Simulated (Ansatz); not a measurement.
Density of states of GdO

```cif
data_structure
_symmetry_space_group_name_H-M 'F-43m'
_symmetry_Int_Tables_number 216
_cell_length_a 5.3923
_cell_length_b 5.3923
_cell_length_c 5.3923
_cell_angle_alpha 90.000
_cell_angle_beta 90.000
_cell_angle_gamma 90.000
_cell_volume 156.79
loop_
_atom_site_label
_atom_site_type_symbol
_atom_site_symmetry_multiplicity
_atom_site_Wyckoff_symbol
_atom_site_fract_x
_atom_site_fract_y
_atom_site_fract_z
_atom_site_occupancy
Gd1 Gd 4 a 0.00000 0.00000 0.00000 1
O1 O 4 c 0.25000 0.25000 0.25000 1
```

The runs use the primitive cell with vectors (0.000, 2.696, 2.696), (2.696, 0.000, 2.696), (2.696, 2.696, 0.000) Å, to which the k mesh refers.

The structure is cubic, space group F-43m (No. 216). Conventional cell: a = 5.392 Å, b = 5.392 Å, c = 5.392 Å, α = 90.00°, β = 90.00°, γ = 90.00°. Gd (site symmetry -43m) is surrounded by 4 O at 2.33 Å. O (site symmetry -43m) has 4 Gd at 2.33 Å as nearest neighbours.

The cell is the one relaxed in the Materials Project (mp-7870), not relaxed further here; entries there can be hypothetical.

Where the f shell is localised, expect the real compound to differ from this run without U.

Other magnetic orders may lie lower; this is the state that the run reached.

No spin–orbit coupling, which matters for the heavy atoms here.

Computed with Ansatz 0.2.0, DFT, PBEsol, all-electron LAPW, scalar-relativistic.

The runs use a Γ-centred 13×13×13 k mesh, Fermi–Dirac smearing of 0.08 eV, basis error target 1 meV/atom, spin-polarised from start moments Gd1 7 μB, ending with a cell moment of 7.46 μB.

Problem. Which of the resolved shells contributes most within 0.3 eV of the Fermi level?

Solution. Gd 4f, with 44 % of all states there; Gd 5d follows with 30 %.

Problem. Where is the centre of the filled Gd 4f states between -14 eV and the top of the filled states?

Solution. -4.55 eV from the Fermi level.

Problem. Tabulate the density of states.

Solution. States per eV and cell, averaged over 0.6 eV, from -6.4 to 4.2 eV, with energies (bin centres) from the Fermi level; empty bins are left out. The partial columns, the largest 5 alone, are projections on Löwdin-orthogonalised atomic shells (those that the program's projection atoms carry: the occupied ones and, for some elements, an empty d or f shell; other empty shells have no column), summed over atoms of an element and both spins. Weights on diffuse s and p shells depend on that basis and aren't pure angular character.
| E (eV) | spin-up | spin-down | Gd 4f | Gd 5d | O 2p | Gd 6s | O 2s |
| --- | --- | --- | --- | --- | --- | --- | --- |
| -6.2 | 1.33 | 0.26 | 0.16 | 0.29 | 1.01 | 0.11 | 0.00 |
| -5.6 | 2.97 | 1.78 | 0.65 | 0.69 | 3.20 | 0.12 | 0.00 |
| -5.0 | 0.70 | 2.55 | 0.31 | 0.37 | 2.44 | 0.02 | 0.00 |
| -4.4 | 10.93 | 0.41 | 10.11 | 0.23 | 0.92 | 0.05 | 0.00 |
| -3.8 | 0.74 | 0.00 | 0.46 | 0.02 | 0.24 | 0.01 | 0.00 |
| -2.0 | 0.01 | 0.00 | 0.00 | 0.00 | 0.00 | 0.01 | 0.00 |
| -1.4 | 0.04 | 0.01 | 0.00 | 0.00 | 0.00 | 0.03 | 0.01 |
| -0.8 | 0.55 | 0.07 | 0.03 | 0.40 | 0.03 | 0.09 | 0.02 |
| -0.2 | 0.81 | 0.41 | 0.26 | 0.49 | 0.13 | 0.24 | 0.03 |
| 0.4 | 0.27 | 11.09 | 10.34 | 0.66 | 0.11 | 0.12 | 0.02 |
| 1.0 | 1.06 | 0.78 | 0.39 | 1.10 | 0.21 | 0.05 | 0.03 |
| 1.6 | 0.51 | 1.16 | 0.34 | 0.94 | 0.16 | 0.13 | 0.03 |
| 2.2 | 0.61 | 1.00 | 0.14 | 1.19 | 0.18 | 0.05 | 0.01 |
| 2.8 | 0.74 | 0.43 | 0.02 | 1.04 | 0.06 | 0.01 | 0.01 |
| 3.4 | 0.64 | 0.67 | 0.02 | 1.08 | 0.06 | 0.06 | 0.02 |
| 4.0 | 0.69 | 0.69 | 0.01 | 1.06 | 0.07 | 0.10 | 0.06 |
